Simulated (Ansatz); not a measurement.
## Computed frozen-phonon scan: CdTe (zinc blende)

CdTe (zinc blende)

```
CELL_PARAMETERS angstrom
      0.00000     6.61805     6.61805
      3.30902     3.30902     6.61805
      3.30902     3.30902     0.00000
ATOMIC_POSITIONS crystal
  Te 0.00000 0.75000 0.75000
  Te 0.50000 0.75000 0.75000
  Cd 0.00000 0.00000 0.00000
  Cd 0.50000 0.00000 0.00000
```

The atoms are displaced by Q × the pattern below (from a DFPT mode at X = (0.5, 0.5, 0.0), largest move 1; Q in Å), at fixed cell. It is one choice among 2 degenerate patterns. (q is in reciprocal vectors of the primitive cell; the cell shown is doubled to hold the pattern.)

| atom | x | y | z |
|---|---|---|---|
| Te1 | 0.000 | -1.000 | 0.000 |
| Te2 | 0.000 | 1.000 | 0.000 |
| Cd3 | 0.817 | 0.000 | 0.000 |
| Cd4 | -0.817 | 0.000 | 0.000 |

The numbers are results of PBE (plane waves to 420 eV, PAW, scalar-relativistic; Ansatz, a program for electronic structure), not measurements. k mesh 9×9×9 (Γ-centred), Fermi-Dirac smearing 0.05 eV. Energies are smeared free energies. Stress and pressure are positive under compression. CdTe was relaxed with its symmetry unable to fall. Spin-orbit coupling is left out, though Te is heavy. ΔE is measured from the undisplaced structure.

```tsv
Q (Å)	ΔE (meV/cell)	−dE/dQ from forces (eV/Å)	P (GPa)
-0.100	137.0	2.763	0.55
-0.083	94.9	2.290	0.38
-0.067	60.6	1.825	0.25
-0.050	34.0	1.364	0.14
-0.033	15.1	0.907	0.07
-0.017	3.8	0.453	0.02
0.000	0.0	0.000	0.00
0.017	3.8	-0.453	0.02
0.033	15.1	-0.907	0.07
0.050	34.0	-1.364	0.14
0.067	60.6	-1.825	0.25
0.083	94.9	-2.290	0.38
0.100	137.0	-2.763	0.55
```

Summary:

| Property | Result |
|---|---|
| Energy at Q = 0.100 Å | 137.0 meV/cell |
| Space group of the distorted cell | C222_1 (No. 20), lowered from F-43m |
| Symmetry of the curve | even: the same for both signs |
| Shape of the curve | a single well with its minimum at or next to zero displacement |
| Harmonic wavenumber from the curvature (finite differences) | 135 cm⁻¹ |
| Wavenumber by perturbation theory (DFPT, on another k mesh) | 135 cm⁻¹ |

The 13 points together took roughly 10 core-minutes.

(For displaced atoms, the force is minus the slope of the energy, and its curvature is a force constant, which sets phonon frequencies.)
